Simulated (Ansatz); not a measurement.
Run on bcc Ta (111), 6 layers: DFT, PBEsol, PAW with Ansatz's default frozen-core files, scalar-relativistic (Ansatz 0.2.0). This run: core holes in 4f of Ta.

The slab is cut from a bulk crystal relaxed on PAW files (its atoms may have been relaxed since).

Command: `ansatz run input.yaml --threads 2 --pin off --max-ram 4096MiB --backend cpu --events-out ev --progress --plain --runs-dir out` It took 51 s on 2 threads of Intel(R) Xeon(R) Platinum 8488C (Sapphire Rapids), with other jobs on the host, peak memory 0.74 GiB.

```yaml
crystal:
  lattice:
    - [4.6415170996, 0.0, 0.0]
    - [-2.3207585498, 4.0196717203, 0.0]
    - [0.0, 0.0, 20.7372]
  atoms:
    - { symbol: Ta, position: [0.1666666667, 0.3333333333, 0.4003032895] }
    - { symbol: Ta, position: [0.5, 1.0, 0.4355765075] }
    - { symbol: Ta, position: [0.8333333333, 0.6666666667, 0.4714784872] }
    - { symbol: Ta, position: [0.1666666667, 0.3333333333, 0.5285214933] }
    - { symbol: Ta, position: [0.5, 1.0, 0.5644235197] }
    - { symbol: Ta, position: [0.8333333333, 0.6666666667, 0.5996967025] }
kpoints:
  mp_grid: { grid: [9, 9, 1] }
scf:
  occupations: { method: fermi_dirac, width: 0.05 }
hamiltonian:
  xc: pbesol
  pseudopotentials: { kind: paw }
output:
  forces: true
  stress: true
  eigenvalues: true
  core_levels:
    shells: { Ta: ["4f"] }
    counted_from: fermi_level
    add_spin: false
```

Output:

```
Engine: ansatz 0.2.0
Pseudopotentials: kind: paw
Pseudopotential: Ta, paw, valence charge 13, recommended cutoff 420 eV (normal), Ta.paw.azcp
Functional definition: PBEsol
  exchange = pbesol_x
  correlation = pbesol_c
Crystal: 6 atoms, lattice volume = 386.902 Å³
Basis set: ecut = 420 eV, 7599 PW (Γ), exchange–correlation on 64×64×288 points (8 copies of the dense FFT grid, shifted against one another)
Bands: 47, of which v1, the nominal top of the filled ones, is band 39 counted from 1 (38 counted from 0)
Symmetry: 12 space group operations
Space group: P-3m1 (ITA 164), of the structure as read, at distance tolerance 7.3e-5 Å
k-points: 12 of 81
Non-local potential: Ta, projectors of the file, l = 0: 3, l = 1: 2, l = 2: 2, l = 3: 1
PAW form: soft (Blöchl's): semilocal exchange-correlation on the pseudo side does not see the compensation charge
PAW frozen core: Ta, regenerated for the run's functional, and the local potential with it (the file was generated under x = pbe(κ = 0.804, μ = 0.2195149727645171), c = pbe(β = 0.06672455060314922))
PAW one-centre angular grid: Ta, 590 points (default); XC on 64 Gauss nodes
Initial density: superposition of atomic densities (neutral atoms: chi_scale 0, normalization atom), corrected by the library's trained network
Initial wavefunctions: pseudopotential atomic-orbital guess
Functional: x = pbesol(κ = 0.804, μ = 0.12345679012345678), c = pbesol(β = 0.046)
SCF iter   1: F=—  HF=-58832.113418 eV  |F-HF|=—  |Δ(HF+E_count)|=         —  Δρ=5.75e-3  dr2=3.32e-1  ethr=1.77e-3  ⟨swp⟩=11.6  Hψ=2909  notcnv=0
preconditioner: auto → LDOS  [metal: Δε(μ)=0.019 eV  Ē_g=3.475 eV  σ=0.050 eV  W_gap=0.10  n_scr=66 (ndim 8)  ℏωp=10.3 eV  f_vac=0.619  D(μ)=7.19/eV (n_scr^D=54)  β→1.0]
SCF iter   2: F=—  HF=-58832.091260 eV  |F-HF|=—  |Δ(HF+E_count)|=   2.22e-2  Δρ=3.37e-3  dr2=1.05e-1  ethr=4.26e-4  ⟨swp⟩=4.1  Hψ=1037  notcnv=0
SCF iter   3: F=—  HF=-58832.077147 eV  |F-HF|=—  |Δ(HF+E_count)|=   1.41e-2  Δρ=6.83e-4  dr2=1.04e-2  ethr=1.35e-4  ⟨swp⟩=2.9  Hψ=873  notcnv=0
SCF iter   4: F=—  HF=-58832.076778 eV  |F-HF|=—  |Δ(HF+E_count)|=   3.69e-4  Δρ=3.05e-4  dr2=4.89e-4  ethr=1.33e-5  ⟨swp⟩=2.0  Hψ=732  notcnv=0
SCF iter   5: F=—  HF=-58832.076772 eV  |F-HF|=—  |Δ(HF+E_count)|=   6.55e-6  Δρ=7.41e-5  dr2=6.99e-5  ethr=6.27e-7  ⟨swp⟩=2.1  Hψ=777  notcnv=0
SCF iter   6: F=—  HF=-58832.077103 eV  |F-HF|=—  |Δ(HF+E_count)|=   3.31e-4  Δρ=2.30e-5  dr2=4.00e-6  ethr=8.96e-8  ⟨swp⟩=2.0  Hψ=737  notcnv=0
SCF iter   7: F=—  HF=-58832.077106 eV  |F-HF|=—  |Δ(HF+E_count)|=   3.16e-6  Δρ=8.13e-6  dr2=6.18e-7  ethr=5.12e-9  ⟨swp⟩=3.1  Hψ=1126  notcnv=0
SCF iter   8: F=-58832.077106 eV  HF=-58832.077106 eV  |F-HF|=1.52e-7  |Δ(HF+E_count)|=   1.70e-7  Δρ=3.44e-6  dr2=6.24e-8  ethr=1.28e-10  ⟨swp⟩=10.4  Hψ=2786  notcnv=0
SCF 1 converged in 8 iterations: F = -58832.077106 eV  dr2 = 6.24e-8
  greatest PAW one-centre occupation: 1.000 electrons in one spin orbital (limit 2), on the Ta atom at site 4 (counted from 0), in its partial waves of l = 0
── core hole 1/3: 4f of Ta 0 ──
── 4f of Ta 0: 23.002 eV over the cell without the hole, in 10 iterations ──
── core hole 2/3: 4f of Ta 1 ──
── 4f of Ta 1: 22.541 eV over the cell without the hole, in 10 iterations ──
── core hole 3/3: 4f of Ta 2 ──
── 4f of Ta 2: 22.931 eV over the cell without the hole, in 11 iterations ──
SCF converged after 8 iterations
Free energy (F): -58832.077106 eV
Harris-Foulkes:  -58832.077106 eV  (|F-HF|=1.52e-7)
Internal energy: -58832.017075 eV  (E = F + TS)
E sigma→0 (E₀):  -58832.047091 eV
Entropy (-TS):   -0.060031 eV (-10.005 meV/atom)
Fermi energy:    2.608016 eV
--- Per-component energies (eV) ---
  E_band       = -1883.914602
  E_kinetic    = 2192.718990
  E_local      = -60213.624169  (includes V_loc(G=0)·N_el)
  E_nonlocal   = 111.917560
  E_hartree    = 28965.196654
  E_xc         = -1295.281923
  E_vxc        = -1214.274477  (∫ρ·V_xc dr)
  E_paw        = -49635.910276  (= ΣΔE_a)
  E_vpaw       = -691.038971  (= ΣTr[D̂ρ^β])
  E_aug_tail   = 0.000897  (compensation charges beyond the density's cutoff)
  E_ewald      = 21041.683313
  E_core_change = 1.281879  (= ΣΔE_core)
  E_smearing   = -0.060031  (= −TS)
  E_closure    = 0.000000  (closes the sum)
  Σ components = -58832.077106   (vs F -58832.077106, Δ=0.00e0)
--- Forces (eV/Å), atoms counted from 1 ---
  atom   1  Ta     0.00000000     0.00000000     0.00000716
  atom   2  Ta    -0.00000000    -0.00000000    -0.00132246
  atom   3  Ta    -0.00000000    -0.00000000    -0.00018892
  atom   4  Ta     0.00000000     0.00000000     0.00018892
  atom   5  Ta     0.00000000     0.00000000     0.00132246
  atom   6  Ta     0.00000000    -0.00000000    -0.00000716
  max |Σ_I F_I| component: 9.25e-18 eV/Å
--- Stress (GPa, compression-positive) ---
       -1.675887       0.000000      -0.000000
       -0.000000      -1.675887      -0.000000
       -0.000000      -0.000000       0.001312
  P = ⅓ Tr σ = -1.1168 GPa (-11.168 kbar)
--- Band table (eV; the first three rows and the last of 12) ---
  k-point 0: bands = ["-64.9287", "-64.9190", "-64.6566", "-64.6073", "-64.2847", "-64.2297", "-31.8529", "-31.7891", "-31.5857", "-31.5857", "-31.5582", "-31.5582", "-31.4864", "-31.4864", "-31.2587", "-31.2587", "-31.2418", "-31.0191", "-30.8911", "-30.5893", "-30.5893", "-30.5320", "-30.5320", "-30.5189", "-4.6186", "-2.1595", "-0.9348", "-0.9348", "0.5316", "0.5316", "0.7168", "0.9450", "1.4035", "1.4035", "1.6149", "1.6149", "1.8294", "2.2781", "2.2781", "2.6017", "2.7281", "2.9988", "2.9988", "5.0952", "5.0952", "5.1394", "5.2044"]
  k-point 1: bands = ["-64.9276", "-64.9186", "-64.6549", "-64.6081", "-64.2861", "-64.2308", "-31.8607", "-31.7985", "-31.6751", "-31.6518", "-31.5548", "-31.5393", "-31.4230", "-31.4085", "-31.3079", "-31.2343", "-31.1593", "-31.0148", "-30.9018", "-30.6046", "-30.5903", "-30.5629", "-30.5306", "-30.5140", "-4.4390", "-2.0725", "-0.8696", "-0.8417", "0.2575", "0.5120", "0.5851", "0.6732", "1.4078", "1.4504", "1.5130", "1.6485", "1.9046", "2.3346", "2.4676", "2.7044", "2.9279", "3.0245", "3.1572", "4.7988", "4.8581", "5.1338", "5.2430"]
  k-point 2: bands = ["-64.9251", "-64.9178", "-64.6500", "-64.6105", "-64.2895", "-64.2338", "-31.8853", "-31.8245", "-31.7737", "-31.6733", "-31.5955", "-31.5323", "-31.3711", "-31.3347", "-31.2424", "-31.1779", "-31.0938", "-31.0062", "-30.9156", "-30.6705", "-30.6081", "-30.5941", "-30.5262", "-30.5031", "-3.9260", "-1.8312", "-0.7509", "-0.5695", "-0.2649", "0.0776", "0.5115", "0.6025", "1.1370", "1.5142", "1.5349", "1.6835", "1.8171", "2.3851", "2.6019", "3.0324", "3.1695", "3.1989", "3.6624", "4.2847", "4.3849", "5.0462", "5.2813"]
  k-point 11: bands = ["-64.9175", "-64.9175", "-64.6268", "-64.6268", "-64.2985", "-64.2410", "-31.9343", "-31.9343", "-31.6709", "-31.6709", "-31.6221", "-31.4772", "-31.4444", "-31.3558", "-31.3558", "-31.0007", "-30.9760", "-30.9594", "-30.9594", "-30.6419", "-30.6419", "-30.6035", "-30.6035", "-30.4639", "-1.6844", "-1.6844", "-1.3637", "-0.5251", "-0.5251", "-0.2548", "0.7456", "0.7456", "1.3595", "1.6007", "1.6582", "1.6582", "1.7517", "2.3527", "2.3527", "2.9423", "2.9423", "3.0029", "3.5637", "4.0006", "4.0201", "4.0201", "4.9667"]
--- Core levels from the Fermi level (as output.core_levels.counted_from types it; a hole's nearest image at 4.6 Å) ---
  the holes have no spin, as output.core_levels.add_spin types it
  atom         alike  shell      binding/eV   shift/eV difference/eV images/eV   SCF
  Ta 0             2     4f          23.002     +0.000        23.002         –    10
  Ta 1             2     4f          22.541     -0.461        22.541         –    10
  Ta 2             2     4f          22.931     -0.071        22.931         –    11
  the dataset of Ta with a 4f hole: scattering error 0.245 eV; outside its bounds: its channels together can move a line by 0.249 eV; free atom: scalar-relativistic, large and small components
  the two lines of Ta's 4f: 4f5/2 +1.080 eV and 4f7/2 -0.810 eV off its levels, 3 : 4 in strength
```

Next run (W in place of Ta in the outer layer), as changes to the input before:

```diff
   atoms:
-    - { symbol: Ta, position: [0.1666666667, 0.3333333333, 0.4003032895] }
+    - { symbol: W, position: [0.1666666667, 0.3333333333, 0.4003032895] }
   eigenvalues: true
-  core_levels:
-    shells: { Ta: ["4f"] }
-    counted_from: fermi_level
-    add_spin: false
+efield:
+  axis: 3
+  amplitude: 0
+  dipole_correction: true
```

Command: `ansatz run input.yaml --threads 2 --pin off --max-ram 4096MiB --backend cpu --events-out ev --progress --plain --runs-dir out` It took 8.5 s on 2 threads of Intel(R) Xeon(R) Platinum 8488C (Sapphire Rapids), on a shared host, peak memory 0.67 GiB.

Results part of the output:

```
SCF 1 converged in 8 iterations: F = -59281.684759 eV  dr2 = 3.09e-8
  greatest PAW one-centre occupation: 1.000 electrons in one spin orbital (limit 2), on the Ta atom at site 4 (counted from 0), in its partial waves of l = 0
SCF converged after 8 iterations
Free energy (F): -59281.684759 eV
Harris-Foulkes:  -59281.684759 eV  (|F-HF|=2.66e-8)
Internal energy: -59281.641931 eV  (E = F + TS)
E sigma→0 (E₀):  -59281.663345 eV
Entropy (-TS):   -0.042828 eV (-7.138 meV/atom)
Fermi energy:    2.525806 eV
Dipole field:    D = 0.016151 V/Å  (p = 0.034532 e·Å, saw-weighted, corrected)
Work function:   Φ+ = 3.7318 eV   Φ− = 4.0667 eV
Levels:          The Fermi level and band energies are counted from a zero that moves with the ramp; work functions are not
--- Per-component energies (eV) ---
  E_band       = -1930.066729
  E_kinetic    = 2272.192450
  E_local      = -61638.008285  (includes V_loc(G=0)·N_el)
  E_nonlocal   = 99.404077
  E_hartree    = 29643.108166
  E_xc         = -1341.379164
  E_vxc        = -1246.368697  (∫ρ·V_xc dr)
[... lines left out ...]
  E_closure    = -0.000000  (closes the sum)
  Σ components = -59281.684759   (vs F -59281.684759, Δ=0.00e0)
--- Forces (eV/Å), atoms counted from 1 ---
  atom   1  W      0.00000000     0.00000000     1.72937615
  atom   2  Ta    -0.00000000    -0.00000000    -0.64568426
  atom   3  Ta    -0.00000000    -0.00000000    -0.28061553
  atom   4  Ta    -0.00000000     0.00000000    -0.78296548
  atom   5  Ta     0.00000000     0.00000000     0.01682257
  atom   6  Ta     0.00000000    -0.00000000    -0.03684916
  max |Σ_I F_I| component: 8.43e-5 eV/Å
--- Stress (GPa, compression-positive) ---
       -2.352043      -0.000000      -0.000000
       -0.000000      -2.352043      -0.000000
       -0.000000      -0.000000      -1.268805
  P = ⅓ Tr σ = -1.9910 GPa (-19.910 kbar)
--- Band table (eV; the first three rows and the last of 12) ---
  k-point 0: bands = ["-70.9455", "-65.0488", "-64.8648", "-64.7930", "-64.5364", "-64.4011", "-35.3294", "-35.1729", "-35.1729", "-31.9289", "-31.7392", "-31.7392", "-31.6754", "-31.6754", "-31.4929", "-31.4929", "-31.4585", "-31.2870", "-31.0942", "-30.9135", "-30.9135", "-30.7115", "-30.7085", "-30.7085", "-4.8006", "-2.3550", "-1.1275", "-1.1275", "0.2963", "0.2963", "0.4786", "0.7864", "1.1120", "1.1120", "1.4260", "1.4260", "1.6712", "1.9325", "1.9325", "2.2648", "2.6324", "2.7681", "2.7681", "4.4105", "4.4105", "5.0214", "5.0214", "5.0803"]
  k-point 1: bands = ["-70.9454", "-65.0480", "-64.8630", "-64.7936", "-64.5375", "-64.4023", "-35.3300", "-35.1739", "-35.1722", "-31.9390", "-31.8027", "-31.7801", "-31.6408", "-31.6305", "-31.5171", "-31.4647", "-31.3900", "-31.2902", "-31.1052", "-30.9146", "-30.9100", "-30.7363", "-30.7079", "-30.7074", "-4.6220", "-2.2689", "-1.0645", "-1.0352", "0.0318", "0.2790", "0.3840", "0.4699", "1.0912", "1.1594", "1.3261", "1.4530", "1.7345", "1.9868", "2.1762", "2.3733", "2.7874", "2.8025", "2.9356", "4.2579", "4.3241", "4.8736", "4.9698", "5.1396"]
  k-point 2: bands = ["-70.9454", "-65.0460", "-64.8583", "-64.7951", "-64.5402", "-64.4053", "-35.3315", "-35.1765", "-35.1704", "-31.9693", "-31.8862", "-31.7883", "-31.6365", "-31.6268", "-31.4657", "-31.3970", "-31.3235", "-31.2800", "-31.1241", "-30.9350", "-30.9019", "-30.7912", "-30.7061", "-30.6990", "-4.1115", "-2.0296", "-0.9552", "-0.7657", "-0.4744", "-0.1115", "0.2836", "0.3841", "0.8836", "1.2443", "1.2617", "1.4719", "1.6274", "2.0519", "2.2819", "2.8149", "2.9188", "2.9405", "3.4944", "3.8875", "4.0337", "4.7235", "4.8789", "5.0966"]
  k-point 11: bands = ["-70.9453", "-65.0414", "-64.8451", "-64.7999", "-64.5472", "-64.4128", "-35.3353", "-35.1840", "-35.1625", "-32.0481", "-31.8242", "-31.7885", "-31.7469", "-31.6175", "-31.5424", "-31.2431", "-31.2354", "-31.2249", "-31.1884", "-30.9779", "-30.8589", "-30.7945", "-30.7598", "-30.6654", "-1.8951", "-1.8594", "-1.5532", "-0.7808", "-0.6940", "-0.4736", "0.4556", "0.5778", "1.0879", "1.2679", "1.3984", "1.4882", "1.4979", "2.1522", "2.1888", "2.5910", "2.7895", "2.8435", "3.2321", "3.6414", "3.6515", "3.7037", "4.6621", "4.7946"]
```

Next run (W in place of Ta in the middle layer), as changes to the input before:

```diff
   atoms:
-    - { symbol: W, position: [0.1666666667, 0.3333333333, 0.4003032895] }
+    - { symbol: Ta, position: [0.1666666667, 0.3333333333, 0.4003032895] }
-    - { symbol: Ta, position: [0.8333333333, 0.6666666667, 0.4714784872] }
+    - { symbol: W, position: [0.8333333333, 0.6666666667, 0.4714784872] }
```

Results part of the output:

```
SCF 1 converged in 9 iterations: F = -59281.845318 eV  dr2 = 2.39e-8
  greatest PAW one-centre occupation: 1.000 electrons in one spin orbital (limit 2), on the Ta atom at site 4 (counted from 0), in its partial waves of l = 0
SCF converged after 9 iterations
Free energy (F): -59281.845318 eV
Harris-Foulkes:  -59281.845318 eV  (|F-HF|=1.76e-9)
Internal energy: -59281.785892 eV  (E = F + TS)
E sigma→0 (E₀):  -59281.815605 eV
Entropy (-TS):   -0.059426 eV (-9.904 meV/atom)
Fermi energy:    2.616552 eV
Dipole field:    D = 0.001561 V/Å  (p = 0.003338 e·Å, saw-weighted, corrected)
Work function:   Φ+ = 3.7480 eV   Φ− = 3.7804 eV
Levels:          The Fermi level and band energies are counted from a zero that moves with the ramp; work functions are not
--- Per-component energies (eV) ---
  E_band       = -1924.846914
  E_kinetic    = 2271.430650
  E_local      = -62015.536003  (includes V_loc(G=0)·N_el)
  E_nonlocal   = 96.877758
  E_hartree    = 29835.569210
  E_xc         = -1341.447596
  E_vxc        = -1246.411509  (∫ρ·V_xc dr)
[... lines left out ...]
  E_closure    = 0.000000  (closes the sum)
  Σ components = -59281.845318   (vs F -59281.845318, Δ=0.00e0)
--- Forces (eV/Å), atoms counted from 1 ---
  atom   1  Ta     0.00000000     0.00000000     0.27215635
  atom   2  Ta    -0.00000000    -0.00000000     0.47211778
  atom   3  W     -0.00000000    -0.00000000     0.21492504
  atom   4  Ta     0.00000000     0.00000000    -0.07967428
  atom   5  Ta     0.00000000     0.00000000     0.02236688
  atom   6  Ta    -0.00000000    -0.00000000    -0.90208060
  max |Σ_I F_I| component: 1.89e-4 eV/Å
--- Stress (GPa, compression-positive) ---
       -2.906284      -0.000000      -0.000000
       -0.000000      -2.906284      -0.000000
       -0.000000      -0.000000      -1.326465
  P = ⅓ Tr σ = -2.3797 GPa (-23.797 kbar)
--- Band table (eV; the first three rows and the last of 12) ---
  k-point 0: bands = ["-70.9569", "-65.0192", "-64.9493", "-64.6794", "-64.4099", "-64.2947", "-35.2425", "-35.2425", "-35.1706", "-31.8560", "-31.6784", "-31.6784", "-31.5883", "-31.5811", "-31.5811", "-31.4067", "-31.4067", "-31.3290", "-30.9727", "-30.8374", "-30.8374", "-30.6090", "-30.6081", "-30.6081", "-4.7448", "-2.2228", "-1.0967", "-1.0967", "0.2958", "0.2958", "0.4859", "0.8474", "1.1843", "1.1843", "1.4779", "1.4779", "1.7589", "2.2403", "2.2403", "2.5065", "2.7040", "2.8550", "2.8550", "4.8656", "4.8969", "4.8969", "5.0985", "5.0985"]
  k-point 1: bands = ["-70.9569", "-65.0187", "-64.9486", "-64.6789", "-64.4106", "-64.2958", "-35.2438", "-35.2421", "-35.1715", "-31.8610", "-31.6872", "-31.6713", "-31.6149", "-31.6132", "-31.5743", "-31.4000", "-31.3684", "-31.2839", "-30.9782", "-30.8501", "-30.8324", "-30.6299", "-30.6070", "-30.6035", "-4.5685", "-2.1405", "-1.0351", "-1.0049", "0.0540", "0.2770", "0.4261", "0.4865", "1.2293", "1.2302", "1.4084", "1.5176", "1.8291", "2.2805", "2.3909", "2.6066", "2.8826", "2.8847", "3.0073", "4.6402", "4.6833", "4.8792", "5.0951", "5.1209"]
  k-point 2: bands = ["-70.9568", "-65.0175", "-64.9470", "-64.6775", "-64.4123", "-64.2988", "-35.2471", "-35.2409", "-35.1736", "-31.8715", "-31.7192", "-31.6784", "-31.6539", "-31.6185", "-31.5642", "-31.3909", "-31.3021", "-31.2012", "-30.9936", "-30.8797", "-30.8203", "-30.6777", "-30.6040", "-30.5927", "-4.0652", "-1.9151", "-0.9277", "-0.7368", "-0.4337", "-0.0599", "0.2729", "0.4282", "1.0452", "1.3211", "1.3595", "1.5595", "1.7571", "2.2837", "2.4977", "2.9362", "3.0636", "3.1054", "3.4769", "4.1463", "4.2405", "4.8232", "4.9675", "5.0307"]
  k-point 11: bands = ["-70.9567", "-65.0145", "-64.9433", "-64.6738", "-64.4166", "-64.3063", "-35.2523", "-35.2374", "-35.1796", "-31.8929", "-31.7844", "-31.6710", "-31.6561", "-31.5832", "-31.5076", "-31.4110", "-31.3866", "-31.0577", "-30.9987", "-30.9273", "-30.7816", "-30.6761", "-30.6508", "-30.5649", "-1.9409", "-1.8021", "-1.5023", "-0.7112", "-0.6165", "-0.3924", "0.6729", "0.7194", "1.0562", "1.3712", "1.5092", "1.6026", "1.6559", "1.9572", "2.3385", "2.7305", "2.8632", "2.8644", "3.4862", "3.8269", "3.9560", "3.9579", "4.6848", "4.7928"]
```

Spin–orbit coupling is left out, which matters for the heavy atoms. The PAW files were made under PBE.
